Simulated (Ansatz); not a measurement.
CsSnI3:
```
CELL_PARAMETERS angstrom
      8.68958     0.00000     0.00000
      0.00000     8.68958     0.00000
      0.00000     0.00000     6.28613
ATOMIC_POSITIONS crystal
  Cs 0.00000 0.50000 0.00000
  Cs 0.50000 0.00000 0.00000
  Sn 0.50000 0.50000 0.50000
  Sn 0.00000 0.00000 0.50000
  I  0.79977 0.70023 0.50000
  I  0.20023 0.29977 0.50000
  I  0.29977 0.79977 0.50000
  I  0.70023 0.20023 0.50000
  I  0.50000 0.50000 0.00000
  I  0.00000 0.00000 0.00000
```

Relaxed with r²SCAN. Special points in fractions of this cell's reciprocal vectors: Γ (0.000, 0.000, 0.000); X (0.000, 0.500, 0.000); M (0.500, 0.500, 0.000); Z (0.000, 0.000, 0.500); R (0.000, 0.500, 0.500); A (0.500, 0.500, 0.500).

### Question
List the band energies nearest the valence-band maximum at these points for the program Ansatz at the r²SCAN level (PAW).

### Answer
In eV from the valence-band maximum; about four levels below and three above (degenerate sets whole), none deeper than 8.9 eV; points with the same levels are listed once.

```csv
k,below,above
Γ,-2.16 -2.16 -1.94 -0.78,1.20 1.20 2.92
X,-2.26 -2.26 -1.89 -1.89,2.74 2.74 3.09 3.09
M,-2.37 -2.37 -1.65 -1.65,1.46 1.46 4.36 4.36
Z,-1.84 -1.84 -1.43 0.00,0.61 0.82 0.82
R,-2.05 -2.05 -1.18 -1.18,1.01 1.01 2.51 2.51
A,-1.89 -1.89 -0.84 -0.84,1.02 1.02 1.18 1.18
```

Space group P4/mbm. The first step of the workflow began from a Materials Project structure, measured or hypothetical; the Crystallography Open Database files this formula in space group No. 127, but the cells were not matched. It is not the phase usual at ambient conditions (space group No. 62). The cell was relaxed with r²SCAN under the symmetry of its start; its stability against distortions is not shown here. Spin–orbit coupling is left out wherever it is not named.

Potentials: the later of the program's two PAW sets.
